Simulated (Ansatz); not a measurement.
# ZnO (P6_3mc), stationary points along a deformation path

Computed with Ansatz, DFT r2SCAN, scalar-relativistic, plane waves, PAW. Settings: plane waves to 500 eV, k-mesh 12×12×6 (Γ-centred), Gaussian smearing 0.05 eV. No spin polarisation. Energies are free energies at this smearing, counted from the undisturbed cell; pressure is positive in compression.

The undisturbed cell (relaxed at this level):

```xyz
4
Lattice="3.2352 0.0000 0.0000 -1.6176 2.8018 0.0000 0.0000 0.0000 5.2114" Properties=species:S:1:pos:R:3 pbc="T T T"
Zn    0.0000    1.8678    0.0064
Zn    1.6176    0.9339    2.6121
O     0.0000    1.8678    1.9848
O     1.6176    0.9339    4.5905
```

At fixed volume and fractional coordinates, lengths along (0.000, 0.000, 1.000) are scaled against those across it; ρ is that ratio over its starting value. V = 11.809 Å³/atom. Δσ is the stress along the axis less the mean stress across it (compression positive).

```csv
ρ,ΔE (meV/atom),Δσ (GPa),space group
0.850,171.9,45.80,P6_3mc
0.920,42.6,21.44,P6_3mc
1.000,0.0,0.00,P6_3mc
1.100,48.6,-20.04,P6_3mc
1.200,167.3,-35.03,P6_3mc
```

Q: How does the stress give the slope of the energy, and where is the energy stationary?

A: Along the path d ln(length) is 2/3 d ln ρ on the axis and −1/3 d ln ρ across it, so dE/d ln ρ = −(2/3) V Δσ: the energy falls with ρ where Δσ is positive. Δσ vanishes or changes sign at ρ = 1.000 (P6_3mc), a minimum at 0.0 meV/atom. Pairs of stationary points between two samples would go unseen, and could change a minimum read from distant neighbours into a maximum.

Q: Integrate that slope from ρ = 1 to 1.200 by the trapezoid rule.

A: With V/N in Å³ and 1 eV/Å³ = 160.2 GPa the slopes at ρ = 1.000, 1.100, 1.200 are 0, 985, 1721 meV/atom per unit of ln ρ. The steps add 46.9 + 117.7 = 164.6 meV/atom, against 167.3 from the energies; the trapezoid rule misses the curvature of the slope within each step.

Forces appear on the atoms along this scan, and letting them relax would lower the energy and soften the response.

Cost: 5 runs of about 2.7 core-minutes in all, on Intel Xeon Processor @ 2.50GHz (Skylake/Cascade Lake) (shared hosts).